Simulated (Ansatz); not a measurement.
Ga3P2N, ordered on the zincblende lattice (Imm2) with 6 atoms a cell at its r2SCAN geometry, run in the PAW code Ansatz at 3 levels of theory. The cell comes from a prototype generator: it can be a known phase or a hypothetical one. No magnetic order is allowed.

The PBE+SOC input:
```yaml
crystal:
  lattice:
    - [-1.816451598, 5.4731173853, 2.5474822295]
    - [1.816451598, -5.4731173853, 2.5474822295]
    - [1.816451598, 5.4731173853, -2.5474822295]
  atoms:
    - { symbol: "N", position: [-0.0002323411, -0.0002323411, 0.0] }
    - { symbol: Ga, position: [0.2005267508, 0.7005267508, 0.5] }
    - { symbol: P, position: [0.3334658319, -0.0026138239, 0.3360796558] }
    - { symbol: Ga, position: [0.6312128484, 0.7774666191, 0.8537462293] }
    - { symbol: P, position: [0.6613065202, -0.0026138239, 0.6639203442] }
    - { symbol: Ga, position: [0.9237203898, 0.7774666191, 0.1462537707] }
kpoints:
  mp_grid: { grid: [8, 8, 8] }
  band_path:
    path:
      - [0.0, 0.0, 0.0]
      - [0.5, -0.5, 0.5]
      - [0.2775370963, -0.2775370963, 0.7224629037]
      - [-0.2775370963, 0.2775370963, 0.2775370963]
      - [0.3041617651, 0.3041617651, -0.3041617651]
      - [0.6958382349, -0.3041617651, 0.3041617651]
      - [0.0, 0.5, 0.0]
      - [0.25, 0.25, 0.25]
      - [0.5, 0.0, 0.0]
      - [0.458333, -0.458333, 0.458333]
    npoints: 1
hamiltonian:
  xc: pbe
scf:
  occupations: { method: fermi_dirac, width: 0.02 }
  n_extra_bands: 10
magnetization:
  noncollinear: true
  spin_orbit: true
output:
  forces: true
  stress: true
  eigenvalues: true
```

Main results, then, where recorded, the levels near the gap in eV from the Fermi energy (columns number the bands from 0), one row a point of the path (Γ, X, F₀, Σ₀, Λ₀, G₀, R, W, S, Γ–X (0.92)):
```
Crystal: 6 atoms, lattice volume = 101.305 Å³
Symmetry: 4 space group operations + 4 with time reversal
Magnetic group: BNS 44.230 (UNI 328)
```
```
Basis set: ecut = 420 eV, 1989 PW (Γ), FFT grids on a1+a2, a2+a3, a3
k-points: 95 of 512 (time reversal used)
SCF converged after 9 iterations
Free energy (F): -13246.480084 eV
Fermi energy:    8.594376 eV
--- Forces (eV/Å), atoms counted from 1 ---
  atom   1  N       0.00000      0.00000      0.09694
  atom   2  Ga      0.00000      0.00000      0.00539
  atom   3  P       0.00000    -0.02975    -0.03493
  atom   4  Ga      0.00000    -0.05417    -0.01625
  atom   5  P       0.00000      0.02975    -0.03493
  atom   6  Ga      0.00000      0.05417    -0.01625
--- Stress (GPa, compression-positive) ---
        3.128004       0.000000       0.000000
        0.000000       3.295513       0.000000
        0.000000       0.000000       3.233249
  P = ⅓ Tr σ = 3.2189 GPa (32.189 kbar)
```
```tsv
band_48	band_49	band_50	band_51	band_52	band_53	band_54	band_55	band_56	band_57	band_58	band_59
-0.899	-0.899	-0.847	-0.847	-0.201	-0.201	0.155	0.155	2.835	2.835	3.054	3.054
-2.379	-2.379	-1.335	-1.335	-0.195	-0.195	0.717	0.717	1.966	1.966	3.106	3.106
-2.952	-2.951	-2.750	-2.745	-1.824	-1.823	1.694	1.701	1.727	1.746	2.232	2.233
-2.952	-2.951	-2.750	-2.745	-1.824	-1.823	1.694	1.701	1.727	1.746	2.232	2.233
-1.413	-1.413	-1.198	-1.198	-0.731	-0.731	0.613	0.613	2.219	2.219	3.027	3.027
-1.413	-1.413	-1.198	-1.198	-0.731	-0.731	0.613	0.613	2.219	2.219	3.027	3.027
-2.964	-2.964	-1.737	-1.737	-1.679	-1.679	1.426	1.426	3.386	3.386	3.928	3.928
-2.863	-2.836	-2.153	-2.146	-1.952	-1.929	2.482	2.496	2.798	2.804	3.784	3.799
-1.567	-1.567	-1.339	-1.339	-0.974	-0.974	1.139	1.139	2.811	2.811	3.402	3.402
-2.293	-2.276	-1.343	-1.342	-0.195	-0.194	0.743	0.749	1.994	1.994	3.074	3.078
```

The PBE+SOC gap is indirect, 0.35 eV (Γ–X (0.75 of the way from Γ) to Γ), below the direct gap of 0.36 eV at Γ. Least and direct gap differ so little that the kind isn't settled.

Problem. In the first input these blocks are replaced (the band path and keys that only write files left aside):
```yaml
kpoints:
  mp_grid: { grid: [6, 6, 6] }
hamiltonian:
  xc: hse06
scf:
  occupations: { method: fixed }
  n_extra_bands: 5
```
(magnetization left out)
What comes out?

Solution.
```
Basis set: ecut = 420 eV, 1989 PW (Γ), FFT grids on a1+a2, a2, a2+a3
k-points: 46 of 216 (time reversal used)
Exchange kernel: α = 0.2500, screened, ω = 0.2079 Å⁻¹, Wigner–Seitz truncation, v(0) = 1046.7371 eV·Å³, q-mesh 6×6×6
hybrid outer 1: dexx = +2.879e-2 eV, tail = 8.26e-5 eV
hybrid outer 2: dexx = +2.444e-6 eV, tail = 4.28e-8 eV, Δε = 2.67e-3 eV, ΔF = 1.44e-3 eV/Å
hybrid SCF converged: 2 outer / 14 inner (+5 warm-up)
Free energy (F): -13248.731060 eV
Fermi energy:    7.954745 eV
--- Forces (eV/Å), atoms counted from 1 ---
  atom   1  N       0.00000      0.00000    -0.00421
  atom   2  Ga      0.00000      0.00000    -0.07124
  atom   3  P       0.00000    -0.00379    -0.02065
  atom   4  Ga      0.00000      0.06551      0.05839
  atom   5  P       0.00000      0.00379    -0.02065
  atom   6  Ga      0.00000    -0.06551      0.05839
--- Stress (GPa, compression-positive) ---
        0.311609       0.000000       0.000000
        0.000000       0.423792       0.000000
        0.000000       0.000000       0.487824
  P = ⅓ Tr σ = 0.4077 GPa (4.077 kbar)
```
```tsv
band_24	band_25	band_26	band_27	band_28	band_29
-0.788	-0.769	-0.023	1.162	3.786	4.168
-2.323	-1.275	0.000	1.587	2.977	4.247
-2.994	-2.759	-1.760	2.582	2.637	3.257
-2.994	-2.759	-1.760	2.582	2.637	3.257
-1.342	-1.068	-0.587	1.579	3.223	4.196
-1.342	-1.068	-0.587	1.579	3.223	4.196
-2.992	-1.691	-1.640	2.483	4.407	5.127
-2.835	-2.156	-1.898	3.566	3.949	4.810
-1.478	-1.252	-0.854	2.143	3.850	4.541
-2.238	-1.282	0.000	1.619	3.006	4.210
```
With HSE06 the valence top lies at X and the conduction bottom at Γ, 1.16 eV higher; the smallest vertical gap, at Γ, is 1.19 eV. The mean stress, +0.4 GPa, is small, and the program warns that its thresholds are loose for a hybrid's stress.

PBE0. Against the first input these blocks differ (the band path and keys that only write files left aside):
```yaml
kpoints:
  mp_grid: { grid: [6, 6, 6] }
hamiltonian:
  xc: pbe0
scf:
  occupations: { method: fixed }
  n_extra_bands: 5
```
(magnetization left out)

```
Basis set: ecut = 420 eV, 1989 PW (Γ), FFT grids on a1+a2, a2+a3, a3
k-points: 46 of 216 (time reversal used)
hybrid outer 1: dexx = +3.967e-2 eV, tail = 1.04e-4 eV
hybrid outer 2: dexx = +4.800e-6 eV, tail = 6.67e-8 eV, Δε = 3.32e-3 eV, ΔF = 1.57e-3 eV/Å
hybrid SCF converged: 2 outer / 14 inner (+5 warm-up)
Free energy (F): -13249.270281 eV
Fermi energy:    7.603174 eV
--- Forces (eV/Å), atoms counted from 1 ---
  atom   1  N       0.00000      0.00000    -0.01165
  atom   2  Ga      0.00000      0.00000    -0.05380
  atom   3  P       0.00000    -0.00060    -0.01923
  atom   4  Ga      0.00000      0.05822      0.05197
  atom   5  P       0.00000      0.00060    -0.01923
  atom   6  Ga      0.00000    -0.05822      0.05197
--- Stress (GPa, compression-positive) ---
        0.071898       0.000000       0.000000
        0.000000       0.190695       0.000000
        0.000000       0.000000       0.267788
  P = ⅓ Tr σ = 0.1768 GPa (1.768 kbar)
```
```tsv
band_24	band_25	band_26	band_27	band_28	band_29
-0.783	-0.760	-0.019	1.803	4.478	4.858
-2.353	-1.289	0.000	2.272	3.666	4.946
-3.026	-2.783	-1.775	3.272	3.321	3.953
-3.026	-2.783	-1.775	3.272	3.321	3.953
-1.359	-1.070	-0.595	2.246	3.905	4.882
-1.359	-1.070	-0.595	2.246	3.905	4.882
-3.031	-1.703	-1.651	3.156	5.116	5.848
-2.872	-2.180	-1.916	4.262	4.649	5.522
-1.489	-1.269	-0.864	2.821	4.539	5.238
-2.266	-1.296	0.000	2.304	3.696	4.908
```

With PBE0 the valence top lies at X and the conduction bottom at Γ, 1.80 eV higher; the smallest vertical gap, at Γ, is 1.82 eV. Least and direct gap differ so little that the kind isn't settled. The mean stress, +0.2 GPa, is small, and the program warns that its thresholds are loose for a hybrid's stress.

Small level splittings and stresses of the hybrids carry the error of their coarser meshes.

Totals of different functionals, or with and without spin-orbit coupling, can't be compared.

Only the levels marked +SOC include spin-orbit coupling.
